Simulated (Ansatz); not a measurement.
SrCaI₄ (Cmmm) from a database of computed structures, relaxed with r2SCAN, was run in Ansatz 0.2.0 under altered settings. All numbers are computed, without spin polarisation but where a row says otherwise.

```
Sr Ca I
1.0
     5.36577   -5.36153    0.00000
     5.36577    5.36153    0.00000
     0.00000    0.00000    4.79005
Sr Ca I
1 1 4
Direct
  0.00000 0.00000 0.00000
  0.50000 0.50000 0.50000
  0.20660 0.20660 0.50000
  0.69207 0.30793 0.00000
  0.30793 0.69207 0.00000
  0.79340 0.79340 0.50000
```

The base run's other keys:
```yaml
kpoints:
  mp_grid: { grid: [2, 2, 2] }
hamiltonian:
  xc: hse06
scf:
  occupations: { method: fixed }
  n_extra_bands: 5
```

It takes 14 iterations with 5373 plane waves at 420 eV and 6 k points, and leaves a mean stress of +0.27 GPa. The gap over this mesh is 4.553 eV. It ran on 4 threads of Intel(R) Xeon(R) Processor @ 2.50GHz (Skylake/Cascade Lake), with other jobs on the host.

Outcomes, with energy and stress as changes against the base:
```
                  setting            outcome  ΔF (meV/atom)  Δ mean stress (GPa)  gap on the mesh (eV)  iterations  wall time
hamiltonian.xc: cam_b3lyp          converged              –                 +0.3                 7.399          18    2.1 min
       basis.ecutwfc: 300  converged, warned            +53                  0.0                 4.553          16       59 s
```
A dash marks a value that wasn't obtained or can't be compared. Stress is positive in compression. The base took 98 s. The base's mesh is coarse for a hybrid, so its own values aren't converged.

- hamiltonian.xc: cam_b3lyp. The mean stress moves by +0.3 GPa and the gap on the mesh by +2.846 eV (to 7.399). It's another functional on the same cell, so totals aren't comparable.
- basis.ecutwfc: 300. 3265 plane waves in place of 5373. The free energy moves by +53 meV an atom, the mean stress by 0.0 GPa and the gap on the mesh by 0.000 eV (to 4.553). The basis is too small: these are errors of the cutoff. Warned: cutoff below recommended.

No spin-orbit coupling is included; it can move band edges with weight on the heavy atoms by tenths of an eV.

The program warns that its thresholds are loose for a hybrid's stress.

The meshes of the hybrids are coarse, so their gaps aren't converged to the digits shown.
